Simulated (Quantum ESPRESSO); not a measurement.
## Calculated data, Si₅Ge₂C (made-up cell)

All values are calculated (Quantum ESPRESSO 7.5). Calculation on a made-up crystal cell, not a measurement: periodic Kohn-Sham density functional theory in plane waves with PseudoDojo standard norm-conserving scalar-relativistic pseudopotentials, each functional with its own files (v0.5 for PBE, v0.4.1 for LDA and PBEsol), no spin polarisation, no spin-orbit coupling, atoms not relaxed, stress positive in tension, energies less a fixed whole-eV offset for each atom's element; levels are Kohn-Sham levels at fractions of this cell's reciprocal vectors, counted from the reference band (half the neutral cell's valence electrons, rounded up) at Gamma; error bars cover cutoff and k-mesh only, not smearing or the files; added strain carries the atoms with the cell, and shear is the tensor component; each bar is the largest change over components, and at least 0.002 eV, 0.002 eV per angstrom or 0.02 GPa; energies are for the whole cell, and the offsets were chosen from early runs and are not element reference energies.

Common to all runs: lattice type zincblende/diamond; functional pbe; cutoff 1116 eV; fermi dirac smearing 0.1 eV; scf tolerance 1e-07 eV; electrons removed 0; k mesh 6 x 6 x 6, shifted by half a step.

(1) Si₅Ge₂C (made-up cell)

```
Si5Ge2C
1.0
      5.6346    -0.0737     0.0080
     -0.0737     5.6075    -0.0705
      0.0080    -0.0705     5.5856
Si Ge Si Ge Si C Si
1 1 1 1 2 1 1
Direct
  0.02046 -0.00131 -0.00792
  -0.02220 0.47538 0.50535
  0.52388 -0.01091 0.48991
  0.50128 0.50283 0.03091
  0.22843 0.24268 0.26829
  0.25721 0.73791 0.77586
  0.75486 0.23822 0.75194
  0.73796 0.74169 0.25591
```

```
stress yy : ?
stress xy : ?
stress yz : ?
stress xx : ?
```

Atoms:
```csv
atoms element,atom site,atom energy offset (eV)
Si,1,-115
Ge,2,-2430
Si,3,-115
Ge,4,-2430
Si,5,-115
Si,6,-115
C,7,-163
Si,8,-115
```

(2) Si₅Ge₂C (made-up cell)

```
Si5Ge2C
1.0
      5.6346    -0.0737     0.0080
     -0.0737     5.6075    -0.0705
      0.0080    -0.0705     5.5856
Si Ge Si Ge Si C
1 1 1 1 3 1
Direct
  0.02046 -0.00131 -0.00792
  -0.02220 0.47538 0.50535
  0.52388 -0.01091 0.48991
  0.50128 0.50283 0.03091
  0.22843 0.24268 0.26829
  0.25721 0.73791 0.77586
  0.75486 0.23822 0.75194
  0.73796 0.74169 0.25591
```

```
fermi level : ?
```

Atoms:
```csv
atoms element,atom site,atom energy offset (eV)
Si,1,-115
Ge,2,-2430
Si,3,-115
Ge,4,-2430
Si,5,-115
Si,6,-115
Si,7,-115
C,8,-163
```

To be estimated
1. Give the missing stress yy for Si₅Ge₂C (made-up cell) (entry 1).
2. Give the missing stress xy for Si₅Ge₂C (made-up cell) (entry 1).
3. Si₅Ge₂C (made-up cell) (entry 1): stress yz?
4. Give the missing stress xx for Si₅Ge₂C (made-up cell) (entry 1).
5. Si₅Ge₂C (made-up cell) (entry 2): fermi level?
6. Give the table of forces values for Si₅Ge₂C (made-up cell) (entry 2).

Calculated values
1. 7.104 GPa
2. 0.1004 GPa
3. -4.6 GPa
4. 7.898 GPa
5. 0.07266 eV
6. 
Forces:
```csv
site,x (eV/Å),y (eV/Å),z (eV/Å)
1,-1.687,-0.6494,0.8434
2,0.08879,2.714,-0.4903
3,-0.3467,-1.565,-0.588
4,1.008,0.3384,0.5635
5,1.578,-0.689,-0.2591
6,0.2488,0.1336,-1.581
7,-0.7712,-0.6665,1.285
8,-0.1193,0.3834,0.2268
```

Further results for Si₅Ge₂C (made-up cell) (entry 1):

```
free energy less offsets : 2.139 eV
smearing term minus ts   : -0.02475 eV
scf iterations           : 10
pressure                 : -7.548 GPa
stress zz                : 7.643 GPa
stress xz                : 0.188 GPa
fermi level              : 0.0179 eV
reference band           : 26
error bar energy         : 0.003054 eV
error bar stress         : 0.02019 GPa
error bar force          : 0.008054 eV/Å
error bar next band up   : 0.002 eV
error bar fermi level    : 0.02188 eV
error bars from          : tighter rerun of a related cell
```

Forces:
```csv
site,x (eV/Å),y (eV/Å),z (eV/Å)
1,-2.224,0.5078,-0.3263
2,-0.7838,0.2022,2.088
3,-1.023,1.747,2.65
4,-0.6946,-2.226,-1.939
5,1.643,-0.7283,-0.328
6,0.3,0.09587,-1.673
7,0.1183,-0.4719,-0.43
8,2.664,0.8738,-0.04199
```

Levels:
```csv
level k point,next band up (eV)
Gamma,0.2623
"(1/2,1/2,1/2)",-0.4443
"(0.15,0,0)",0.1961
"(0,0.15,0)",0.1712
"(0,0,0.15)",0.1773
```

Further results for Si₅Ge₂C (made-up cell) (entry 2):

```
free energy less offsets : 1.68 eV
smearing term minus ts   : -0.0208 eV
scf iterations           : 10
pressure                 : -8.32 GPa
stress xx                : 8.781 GPa
stress yy                : 8.464 GPa
stress zz                : 7.716 GPa
stress yz                : -0.5437 GPa
stress xz                : 1.041 GPa
stress xy                : -1.668 GPa
reference band           : 26
error bar energy         : 0.003054 eV
error bar stress         : 0.02019 GPa
error bar force          : 0.008054 eV/Å
error bar next band up   : 0.002 eV
error bar fermi level    : 0.02188 eV
error bars from          : tighter rerun of a related cell
```

Levels:
```csv
level k point,next band up (eV)
Gamma,0.3909
"(1/2,1/2,1/2)",-0.4236
"(0.15,0,0)",0.3485
"(0,0.15,0)",0.3889
"(0,0,0.15)",0.3558
```
